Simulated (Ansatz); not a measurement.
A geometry of Ti2AlC away from equilibrium: the start of the relaxation of a relaxed Ti2AlC cell displaced along its unstable phonon at q = Γ (44i cm⁻¹), largest move 0.15 Å. Calculation: PBE (plane waves to 420 eV, PAW, scalar-relativistic; Ansatz, a quantum-chemistry and plane-wave program). Γ-centred k-mesh 8×8×9 on the run's cell (coarser than for final values), Fermi–Dirac smearing 0.05 eV.

```xyz
4
Lattice="4.1849 0.0000 0.0000 0.0000 4.1849 0.0000 0.0000 0.0000 3.6657" Properties=species:S:1:pos:R:3 pbc="T T T"
Ti     0.0000     2.0925     1.6828
Ti     2.0925     0.0000     1.9828
Al     2.0925     2.0925     0.0000
C      0.0000     0.0000     1.8328
```

Problem. Which atoms carry the largest force, and which way does it point?

Solution. 0.30 eV/Å, on Ti1, Ti2 (atoms numbered as listed); on Ti2 its components are (0.00, 0.00, -0.30).

Problem. What is the pressure?

Solution. -0.5 GPa, compression positive.

Problem. How far above the relaxed end point is this geometry?

Solution. 0.01 eV/atom; the path ends in P-4m2 (No. 115).

No spin polarisation in the result. The relaxed primitive cell holds an odd number of electrons. A magnetic state may lie lower.

The run could not lose the symmetry of its start: the end is stationary, and may be a saddle point rather than a minimum.

The end of the path is a generated cell of Ti2AlC: the first start was made by placing the elements on the sites of a structure type, and the end was not matched to a known phase here, so it may be hypothetical.
